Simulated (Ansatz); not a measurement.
Method: DFT PBE, scalar-relativistic, plane waves, PAW (Ansatz). All cells share a 420 eV cutoff and Γ-centred k meshes spaced at most about 0.3 Å⁻¹ (about 0.25 or finer for metals, 2π included). No spin polarisation in the final relaxations.

These are static total energies at zero pressure.

Two relaxed structures of SrYbGa:

A.

Space group P-6m2 (No. 187). a = 5.279 Å, b = 5.279 Å, c = 4.073 Å, α = 90.00°, β = 90.00°, γ = 120.00°
```csv
atom,site,symmetry,x,y,z
Sr,1e,-6m2,0.6667,0.3333,0.0000
Yb,1d,-6m2,0.3333,0.6667,0.5000
Ga,1b,-6m2,0.0000,0.0000,0.5000
```

B.

Space group P6_3/mmc (No. 194). a = 5.515 Å, b = 5.515 Å, c = 7.030 Å, α = 90.00°, β = 90.00°, γ = 120.00°
```tsv
atom	site	symmetry	x	y	z
Sr	2c	-6m2	0.3333	0.6667	0.2500
Yb	2a	-3m.	0.0000	0.0000	0.5000
Ga	2d	-6m2	0.6667	0.3333	0.2500
```

Question: Which is lower in energy, and by how much?

Answer: B is lower, by 57 meV/atom. A has space group P-6m2 (No. 187), 32.8 Å³/atom and no gap on its mesh; B has space group P6_3/mmc (No. 194), 30.9 Å³/atom and no gap. Counting all near atoms (those within 1.25 times the shortest distance at each site; a plus sign parts nearer from farther groups), A has Sr 12+2, Yb 3+6, Ga 3+6 and B has Sr 3+8, Yb 14, Ga 3+8. The denser one is the lower, and pressure would at first widen the difference. In A, around Sr lie 6 Ga at 3.67 Å, 6 Yb at 3.67 Å and 2 Sr at 4.07 Å; around Yb lie 3 Ga at 3.05 Å, 6 Sr at 3.67 Å and 2 Yb at 4.07 Å; around Ga lie 3 Yb at 3.05 Å and 6 Sr at 3.67 Å. In B, around Sr lie 3 Ga at 3.18 Å, 2 Ga at 3.52 Å and 6 Yb at 3.64 Å; Yb is surrounded by 2 Yb at 3.52 Å, 6 Ga at 3.64 Å and 6 Sr at 3.64 Å; Ga is surrounded by 3 Sr at 3.18 Å, 2 Sr at 3.52 Å and 6 Yb at 3.64 Å. Both come from invented guesses.

The 4f shell of Yb is treated without a Hubbard U. Trial moments died out on the coarse mesh in P-6m2 and P6_3/mmc; another magnetic start might hold. Cells relaxed within their symmetry can be saddle points.
